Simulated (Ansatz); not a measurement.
GePd in space group I4_1md (No. 109; Pd on 4a, Ge on 4a) at seven volumes, PBE in the plane-wave PAW code Ansatz, shape and atoms relaxed at each. One row is withheld.

| V (Å³/atom) | P (GPa) |
|---|---|
| 15.595 | ? |
| 16.109 | 7.91 |
| 16.623 | 3.58 |
| 17.137 | 0.01 |
| 17.651 | -3.03 |
| 18.165 | -5.59 |
| 18.679 | -7.70 |

Problem. Fit the shown pressures and predict the withheld one.

Solution. P = (3/2)B₀(x^(7/2) − x^(5/2))[1 + (3/4)(B′ − 4)(x − 1)] with x = (V₀/V)^(2/3). Least squares on the six rows gives V₀ = 17.136 Å³/atom, B₀ = 110 GPa, B′ = 4.85. At V = 15.595, x = 1.0648 and P = 13.03 GPa. The run itself gave 12.65 GPa.

A made-up cell: these elements were put on the sites of a structure type; neither database checked (COD, Materials Project) lists it. COD files the formula under space group No. 62, so this cell is another polymorph or a model. Whether it is the stable phase at ambient conditions was not checked. Symmetry was held in the PBE relaxation; its stability against distortions is not shown here. The run is not spin-polarised.

Potentials: the later of the program's two PAW sets.
